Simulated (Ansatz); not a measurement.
A comparison from first-principles data. The current through a thin insulator falls as exp(−2kd), with k the slowest decay constant of states in the gap.

The reference row is α-quartz SiO2. The Fermi level is put at mid-gap. Of the planes computed for each crystal, the one with the slowest decay is listed. Wanted: the thickness for 8 decades of attenuation, and how many decades a 2.0 nm film gains over the reference.

Levels of theory (Ansatz, a plane-wave PAW program): plane, in the cell as filed, gap, decay constant k, slowest state: r²SCAN, complex band structure, on cells taken as filed or relaxed beforehand.

Not checked to be the ambient phase: K3NaS2O8 (P-3m1, hP14); Cs2NaYBr6 (Fm-3m, cF40); KB3H3 (Fm-3m, cF56); K3YV2O8 (P-3m1, hP14). Run without spin polarisation: K3YV2O8 (P-3m1, hP14). Cells under pressure at the level used (negative: too large): K3NaS2O8 (P-3m1, hP14) −3 GPa, K3YV2O8 (P-3m1, hP14) −5 GPa. Spin–orbit coupling is left out unless named; no shift is given for Cs2NaYBr6 (Fm-3m, cF40), K3YV2O8 (P-3m1, hP14).

| crystal | plane, in the cell as filed | gap on the mesh (eV) | k at mid-gap (1/Å) | planes computed | slowest state |
|---|---|---|---|---|---|
| K3NaS2O8 (P-3m1, hP14) | (100) | 6.01 | 0.499 | 1 | at Γ |
| Cs2NaYBr6 (Fm-3m, cF40) | (111) | 4.73 | 0.350 | 1 | at Γ |
| KB3H3 (Fm-3m, cF56) | (111) | 5.32 | 0.507 | 2 | at Γ |
| α-quartz SiO2, reference | (110) | 6.60 | 0.503 | 3 | at Γ |
| K3YV2O8 (P-3m1, hP14) | (100) | 3.58 | 0.439 | 1 | at Γ |

Definitions used: decades per nm = 2k × 10 Å/ln 10 = 8.686 k; thickness = 8/(decades per nm); extra decades of a 2.0 nm film = 2.0 × (row − reference).

### Question
From the table, find decades per nm, thickness and decades beyond the reference for K3YV2O8 (P-3m1, hP14).

### Answer

decades per nm: 8.686 × 0.439 = 3.813; thickness: 8/3.813 = 2.10 nm; decades beyond the reference: 2.0 × (3.813 − 4.369) = −1.1.

### Question
Put the candidates in order of decades per nm, highest first.

### Answer
The same steps for every row:

```tsv
crystal	decades per nm	thickness (nm)	decades beyond the reference
K3NaS2O8 (P-3m1, hP14)	4.334	1.85	−0.1
Cs2NaYBr6 (Fm-3m, cF40)	3.040	2.63	−2.7
KB3H3 (Fm-3m, cF56)	4.404	1.82	0.1
α-quartz SiO2, reference	4.369	1.83	0.0
K3YV2O8 (P-3m1, hP14)	3.813	2.10	−1.1
```

In order of decades per nm, highest first: KB3H3 (Fm-3m, cF56) (4.404 ± 0.26) ≈ α-quartz SiO2 (4.369 ± 0.26) ≈ K3NaS2O8 (P-3m1, hP14) (4.334 ± 0.26), K3YV2O8 (P-3m1, hP14) (3.813 ± 0.23), Cs2NaYBr6 (Fm-3m, cF40) (3.040 ± 0.18). The ± follows from allowances picked for this note (decay constant k 6 %), carried to first order and added in quadrature; ≈ joins neighbours closer than their two ± added in quadrature. On this figure 0 of 4 candidates do clearly better than the reference.

The gaps are the functional's own, as a rule smaller than measured ones, and k shrinks with them; planes not computed could decay more slowly; interface matching and symmetry filtering by the electrodes are not included. Where several phases of a formula are at hand, those over 0.1 eV/atom above the lowest were not drawn (by r²SCAN where it compared them, else by the largest value; a layered or molecular lowest phase counts only with a dispersion term); other phases could lie lower still. Crystals of Pb, Bi, Tl or Hg, those whose gap spin–orbit coupling moves by over 0.3 eV, and those of Te, I or Sb with no such test at hand were not drawn. The rows are a sample and no shortlist: familiar crystals first, some related and some not, whatever their agreement with measurement; tables with many equal figures were not kept. Limits of the draw: gap over 1 eV, no layered crystals, primitive or conventional cells alone; no unfamiliar magnets, and cubic perovskites only if shown or known to be stable. As a rule kept out of such tables: 4f compounds, open-shell compounds run without a Hubbard term, cells found unstable in the tests at hand, cells close to a higher symmetry, and runs set to a pressure or over 12 % in volume from the crystal's fullest run.
